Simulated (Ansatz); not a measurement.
## KI₂, before and after

The guess for KI₂ was made by a generator: random cell by space group and Wyckoff sites (Pn-3m, No. 224). Its size is a rough estimate.

POSCAR.start

```
K I
1.0
     6.68988    0.00000    0.00000
     0.00000    6.68988    0.00000
     0.00000    0.00000    6.68988
K I
2 4
Direct
  0.00000 0.00000 0.00000
  0.50000 0.50000 0.50000
  0.25000 0.25000 0.25000
  0.75000 0.75000 0.25000
  0.75000 0.25000 0.75000
  0.25000 0.75000 0.75000
```

The calculation used DFT PBE, scalar-relativistic, plane waves, PAW in Ansatz. Cutoff 420 eV, Gaussian smearing, Γ-centred meshes. Cell and atoms relax first on a coarse mesh and then on a finer one. In between, the cell is made exact in the group found at 0.06 Å. In metals the finer mesh still leaves noise of several meV/atom or more. The steps can't lower the symmetry of their start. No spin polarisation.

POSCAR.end

```
K I
1.0
     7.87677    0.00000    0.00000
     0.00000    7.87677    0.00000
     0.00000    0.00000    7.87677
K I
2 4
Direct
  0.00000 0.00000 0.00000
  0.50000 0.50000 0.50000
  0.25000 0.25000 0.25000
  0.75000 0.75000 0.25000
  0.75000 0.25000 0.75000
  0.25000 0.75000 0.75000
```

The symmetry stays Pn-3m (No. 224). The end has the anti-cuprite type. The volume per atom grows by 63.2 %, from 49.9 to 81.5 Å³. The shortest distance goes from 2.90 Å (K–I) to 3.41 Å (K–I). The energy falls by about 0.37 eV/atom (the start's value is from the coarse mesh).

```yaml
Volume_per_atom: 81.45 Å³
Density: 1.99 g/cm³
Formation_energy: −0.52 eV/atom
Gap_on_the_6×6×6_mesh_of_the_6-atom_cell: 0 eV (a metal)
```

Formation energies are uncorrected and refer to the elements' standard structures at the same level.

The last run used Gaussian smearing of 0.10 eV. Spin–orbit coupling, which can matter for I, is left out. The cell is a metal run without spin; a magnetic state may lie lower. The reference form of I is held partly by dispersion forces, which this level lacks. A structure relaxed within its symmetry needn't be a true minimum. In all, the 3 runs took 3.5 min on 1 thread of Arm Neoverse V1 (shared host). Another cell of KI2 relaxed alike, in P4/mmm, lies 0.44 eV/atom lower, so this cell isn't the stable form at this level.
